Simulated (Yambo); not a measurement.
G0W0@LDA for Rb₃RhF₆ (space group Fm-3m, No. 225) in Yambo. Reference settings: 2×2×2 Γ-centred k mesh, bands 5 to 282 and a 7 Ry block in the screening, 282 bands in G with the Bruneval-Gonze terminator, plasmon pole fitted at 27.2 eV. The LDA gap X → X on this mesh is 2.03 eV; G0W0 gaps are taken between the same points.

| change from the reference | G0W0 gap X → X (eV) | shift of the valence edge (eV) |
|---|---|---|
| reference settings | 5.72 | -1.48 |
| 76 bands in W, 76 bands in G, no terminator | 6.04 | -1.05 |
| 76 bands in W, 76 bands in G, 3 Ry block | 6.23 | -1.59 |
| 113 bands in W, 113 bands in G, 6 Ry block | 5.81 | -1.34 |
| 76 bands in W, 76 bands in G, 6 Ry block | 6.02 | -1.40 |
| wavefunctions cut at 20 Ry | 5.70 | -1.17 |
| 3 Ry block | 5.93 | -1.61 |
| 4 Ry block | … | -1.54 |

Estimate the withheld gaps from the other rows; the computed values follow.


- 4 Ry block, G0W0 gap X → X (eV): 5.80

The reference isn't shown to be the converged limit.

Spin-orbit coupling is not included.

Geometry of the Materials Project entry, not relaxed at this level; primitive cell a = 6.4438 Å, b = 6.4438 Å, c = 6.4438 Å, α = 60.00°, β = 60.00°, γ = 60.00°.

The structure is a Materials Project entry; no match was found in the copy of COD used, and its stability was not checked.

A shift is the quasiparticle energy of the state minus its LDA energy.
